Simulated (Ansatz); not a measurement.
AlC2N in space group R3m (No. 160; Al on 3a, N on 3a, C on 3a, C on 3a) at seven volumes, PBEsol in the plane-wave PAW code Ansatz, shape and atoms relaxed at each. One row is withheld.

```
V (Å³/atom)  P (GPa)
-----------  -------
8.131          19.08
8.399          11.72
8.667           5.43
8.935           0.00
9.203          -4.69
9.471          -8.71
9.739              ?
```

Question: Fit the shown pressures and predict the withheld one.

Answer: Third-order Birch–Murnaghan: P = (3/2)B₀(x^(7/2) − x^(5/2))[1 + (3/4)(B′ − 4)(x − 1)] with x = (V₀/V)^(2/3). Least squares on the six rows gives V₀ = 8.935 Å³/atom, B₀ = 167.8 GPa, B′ = 3.97. At V = 9.739, x = 0.9442 and P = -12.19 GPa. The run itself gave -12.16 GPa.

The start of the workflow was typed in or built on a structure type; neither database checked (COD, Materials Project) lists it. Whether it is the stable phase at ambient conditions was not checked. The cell was relaxed with PBEsol under the symmetry of its start. At this level the phase is dynamically unstable (imaginary phonons). Its formation energy is positive at this level, so the cell may be metastable or incomplete.

Potentials: the earlier of the program's two PAW sets. The files were generated under PBE; for other functionals the program regenerates the frozen cores, and for LDA and PBEsol the local potential too.
